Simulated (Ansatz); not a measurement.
Relaxation of a relaxed Ir cell displaced along its unstable phonon at q = (½, ½, 0) of its primitive reciprocal cell (50i cm⁻¹), largest move 0.15 Å; 4 atoms in the cell, which starts as C222₁ (No. 20), oS8; a = 2.717 Å, b = 6.794 Å, c = 6.794 Å, α = 90.00°, β = 90.00°, γ = 90.00°. Method: PBEsol (plane waves to 420 eV, PAW, scalar-relativistic; Ansatz, a program for electronic structure). Γ-centred k-mesh 14×14×14 on the run's cell (coarser than for final values), Fermi–Dirac smearing 0.05 eV. This is the first round of the run. 

The optimiser's lines from the output (shortened; P is positive under compression):

```
relax step   1: F+E_penalty+E_count = -47193.19112372 eV  Δ(F+E_penalty+E_count) = +0.000e0 eV  max|allowed force component| = 3.079e-1 eV/Å  Δτ_max = 0.0000 Å  P = -0.658 GPa  Ω = 62.708 Å³  (6 SCF iters, dr2 threshold 1.00e-7 eV, accepted)
relax step   2: F+E_penalty+E_count = -47193.29614947 eV  Δ(F+E_penalty+E_count) = -1.050e-1 eV  max|allowed force component| = 3.994e-1 eV/Å  Δτ_max = 0.1080 Å  P = +1.501 GPa  Ω = 61.986 Å³  (6 SCF iters, dr2 threshold 4.00e-7 eV, accepted)
relax step   3: F+E_penalty+E_count = -47193.47337947 eV  Δ(F+E_penalty+E_count) = -1.772e-1 eV  max|allowed force component| = 4.775e-1 eV/Å  Δτ_max = 0.1330 Å  P = -1.603 GPa  Ω = 62.296 Å³  (6 SCF iters, dr2 threshold 4.00e-7 eV, accepted)
relax step   4: F+E_penalty+E_count = -47193.63077739 eV  Δ(F+E_penalty+E_count) = -1.574e-1 eV  max|allowed force component| = 4.837e-1 eV/Å  Δτ_max = 0.1323 Å  P = +4.380 GPa  Ω = 61.009 Å³  (6 SCF iters, dr2 threshold 4.00e-7 eV, accepted)
relax step   5: F+E_penalty+E_count = -47193.68859447 eV  Δ(F+E_penalty+E_count) = -5.782e-2 eV  max|allowed force component| = 3.822e-1 eV/Å  Δτ_max = 0.1917 Å  P = +0.290 GPa  Ω = 62.100 Å³  (6 SCF iters, dr2 threshold 4.00e-7 eV, accepted)
relax step   6: F+E_penalty+E_count = -47193.71755108 eV  Δ(F+E_penalty+E_count) = -2.896e-2 eV  max|allowed force component| = 2.953e-2 eV/Å  Δτ_max = 0.0444 Å  P = -0.057 GPa  Ω = 61.773 Å³  (6 SCF iters, dr2 threshold 4.00e-7 eV, accepted)
relax step   7: F+E_penalty+E_count = -47193.71779381 eV  Δ(F+E_penalty+E_count) = -2.427e-4 eV  max|allowed force component| = 2.361e-3 eV/Å  Δτ_max = 0.0027 Å  P = +0.001 GPa  Ω = 61.785 Å³  (6 SCF iters, dr2 threshold 4.00e-7 eV, accepted)
relax step   8: F+E_penalty+E_count = -47193.71780421 eV  Δ(F+E_penalty+E_count) = -1.041e-5 eV  max|allowed force component| = 3.897e-4 eV/Å  Δτ_max = 0.0004 Å  P = +0.002 GPa  Ω = 61.786 Å³  (6 SCF iters, dr2 threshold 2.85e-8 eV, accepted)
relax step   9: F+E_penalty+E_count = -47193.71731907 eV  Δ(F+E_penalty+E_count) = +4.851e-4 eV  max|allowed force component| = 3.415e-4 eV/Å  Δτ_max = 0.0000 Å  P = +0.016 GPa  Ω = 61.786 Å³  stress off target by 3.36e-2 GPa  SCF on the basis re-selected at this cell (its energy is not comparable with the rows above)  (9 SCF iters)
relax step  10: F+E_penalty+E_count = -47193.71731845 eV  Δ(F+E_penalty+E_count) = +6.169e-7 eV  max|allowed force component| = 5.731e-5 eV/Å  Δτ_max = 0.0001 Å  P = -0.001 GPa  Ω = 61.789 Å³  (7 SCF iters, dr2 threshold 2.82e-9 eV, accepted)
relax step  11: F+E_penalty+E_count = -47193.71732002 eV  Δ(F+E_penalty+E_count) = -1.565e-6 eV  max|allowed force component| = 5.786e-5 eV/Å  Δτ_max = 0.0000 Å  P = -0.001 GPa  Ω = 61.789 Å³  stress off target by 2.56e-3 GPa  SCF on the basis re-selected at this cell (its energy is not comparable with the rows above)  (8 SCF iters)
```

From the first to the last row the energy changes by -0.13 eV/atom and the volume by -1.5 %. The last row is marked as not comparable with the walk above it, whose basis was carried along; it does compare with step 1, since both stand on a basis selected at the nominal cutoff for their own cell.

Later rounds, restarted from the end of this one on a renewed k-mesh, logged 4 more steps and released under 0.01 eV/atom more. The final structure after all rounds: Cmcm (No. 63), oS8; a = 2.661 Å, b = 6.842 Å, c = 6.788 Å, α = β = γ = 90.00°. Between re-selections the logged energies stand on a plane-wave basis carried along with the cell. No spin polarisation in the result.

The run could not lose the symmetry of its start, so the end can be a saddle point.

The relaxed structure here is a generated cell of Ir: the first start was made by placing the elements on the sites of a structure type, and the end was not matched to a known phase here, so it may be hypothetical. Known forms of Ir include space group No. 225.
